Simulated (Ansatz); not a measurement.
**Calculated coordination and ⁴³Ca quadrupole coupling for Ca2Ga2SiO7**

Cell: a computed structure from the Materials Project (it need not be an observed phase).

```cif
data_Ca2Ga2SiO7
_symmetry_space_group_name_H-M 'P2_1'
_symmetry_Int_Tables_number 4
_cell_length_a 5.1685
_cell_length_b 7.8936
_cell_length_c 7.9185
_cell_angle_alpha 90.000
_cell_angle_beta 90.122
_cell_angle_gamma 90.000
loop_
_atom_site_label
_atom_site_type_symbol
_atom_site_symmetry_multiplicity
_atom_site_Wyckoff_symbol
_atom_site_fract_x
_atom_site_fract_y
_atom_site_fract_z
Ca1 Ca 2 a 0.5168 0.3429 0.9227
Ca3 Ca 2 a 0.5144 0.6642 0.6024
Ga5 Ga 2 a 0.0002 0.5015 0.2511
Ga7 Ga 2 a 0.9651 0.1430 0.1070
Si Si 2 a 0.9460 0.8571 0.3940
O11 O 2 a 0.1926 0.4888 0.7423
O13 O 2 a 0.1981 0.4059 0.4243
O15 O 2 a 0.2175 0.5869 0.0890
O17 O 2 a 0.7810 0.3375 0.1693
O19 O 2 a 0.8046 0.6731 0.3497
O21 O 2 a 0.3126 0.1395 0.1152
O23 O 2 a 0.2578 0.8596 0.3956
```

One atom of each set is listed.

Method: Kohn–Sham DFT in Ansatz, PBE, plane waves and PAW, scalar-relativistic, 420 eV cutoff, Γ-centred 5×3×3 k-points, Fermi–Dirac smearing 0.02 eV.

Q(⁴³Ca) = -40.80 mb.

(1) Rank these Ca sites by |C_Q|, smallest first.
A. Ca3: 8 O at 2.41–2.97 Å
B. Ca1: 8 O at 2.38–3.03 Å

## Answers

(1) A (2.69 MHz, η = 0.45), B (3.34 MHz, η = 0.32).

Like point charges on the first shell alone (each adding as 1/d³) would give the same order.
